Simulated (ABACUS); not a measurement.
Consider a self-consistent single point of BaTiO3 (Pm-3m, 5 atoms in the cell; from Materials Project mp-2998, changed as shown).

```yaml
crystal:
  lattice:
    - [3.92753, 0.00000, 0.00000]
    - [0.00000, 3.92753, 0.00000]
    - [0.00000, 0.00000, 3.92753]
  atoms:
    - { symbol: Ba, position: [0.50000, 0.50000, 0.50000] }
    - { symbol: Ti, position: [0.00000, 0.00000, 0.00000] }
    - { symbol: O, position: [0.50000, 0.00000, 0.00000] }
    - { symbol: O, position: [0.00000, 0.50000, 0.00000] }
    - { symbol: O, position: [0.00000, 0.00000, 0.50000] }
```

Method: PBE, numerical atomic orbitals SZP (confined pseudo-atomic orbitals with Gaussian additions; energy shift 0.01 Ry), PseudoDojo 0.5 standard norm-conserving PBE (tails mended) pseudopotentials in ABACUS.

ABACUS settings:

```
setting                                                               value
---------------  ----------------------------------------------------------
basis                   SZP numerical atomic orbitals, energy shift 0.01 Ry
KPT                                                       Gamma 8 8 8 0 0 0
basis_type                                                             lcao
ecutwfc                                                              100 Ry
smearing_method                                                          fd
smearing_sigma                                                0.00367493 Ry
potentials       PseudoDojo 0.5 standard norm-conserving PBE (tails mended)
symmetry                                                                  1
symmetry_prec                                                         1e-05
ks_solver                                                           genelpa
scf_nmax                                                                100
scf_thr                                                             1.0e-06
mixing_type                                                         broyden
mixing_beta                                                             0.7
```

Results:

Number of valence electrons: 40
Number of bands: 30
Number of k-points after the program's reduction: 35
Size of the basis: 60
Number of SCF iterations: 12
Free energy E − TS: -3734.1507 eV
Top of the valence band (on the code's own zero): 11.63 eV
Gap on the k-point mesh: 1.70 eV
Pressure: 13.48 GPa

Stress (GPa, positive for compression):
```
13.48   0.00   0.00
 0.00  13.48   0.00
 0.00   0.00  13.48
```

Gaps are taken between levels on the mesh.

For comparison: a first run was changed to give this one (lattice scaled by 0.98), and from it to this one the free energy rises by 33.2 meV/atom, the pressure goes from 1.16 to 13.48 GPa and the gap on the mesh goes from 1.585 to 1.695 eV.

The atom-centred basis is finite, which shifts total energies, pressures and gaps against plane waves. A single-zeta basis is rough, for pressures and forces above all. The structure comes from a collection of computed structures, made at another level of theory; the collection holds predicted forms beside known ones.

Cost on one core: roughly 21 core-seconds.

The atomic orbitals were generated for these runs; they are not ABACUS's published sets and were checked against plane waves on a few crystals only.

“Tails mended”: in these copies of the files the far tail of each local potential was reset to the Coulomb form.
